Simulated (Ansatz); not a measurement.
CoGe2 in space group P6/mmm (No. 191; Co on 1a, Ge on 2d) under volume change, DFT-PBEsol in the program Ansatz with PAW potentials, shape and atoms relaxed at each volume.

| V (Å³/atom) | E − E(relaxed) (meV/atom) | P (GPa) |
|---|---|---|
| 13.485 | 47.0 | 12.17 |
| 13.929 | ? | ? |
| 14.374 | 4.7 | 3.47 |
| 14.818 | 0.0 | 0.00 |
| 15.263 | 4.3 | -2.99 |
| 15.708 | ? | ? |
| 16.152 | 34.6 | -7.63 |

Q: Complete the blanks.

A: 
- 13.929, E − E(relaxed) (meV/atom): 19.8
- 13.929, P (GPa): 7.52
- 15.708, E − E(relaxed) (meV/atom): 16.2
- 15.708, P (GPa): -5.55

Q: What does a third-order Birch–Murnaghan fit give for V₀, B₀ and B′?

A: V₀ = 14.82 Å³/atom, B₀ = 106 GPa, B′ = 4.1.

A made-up cell: these elements were put on the sites of a structure type; neither database checked (COD, Materials Project) lists it. Whether it is the stable phase at ambient conditions was not checked. The cell was relaxed with PBEsol under the symmetry of its start; its stability against distortions is not shown here. The final state is ferromagnetic, chosen from 5 collinear starts compared on coarse meshes (ties went to the first, and starts can fall back to one state), not a proven ground state.

Potentials: the earlier of the program's two PAW sets. The files were generated under PBE; for other functionals the program regenerates the frozen cores, and for LDA and PBEsol the local potential too.
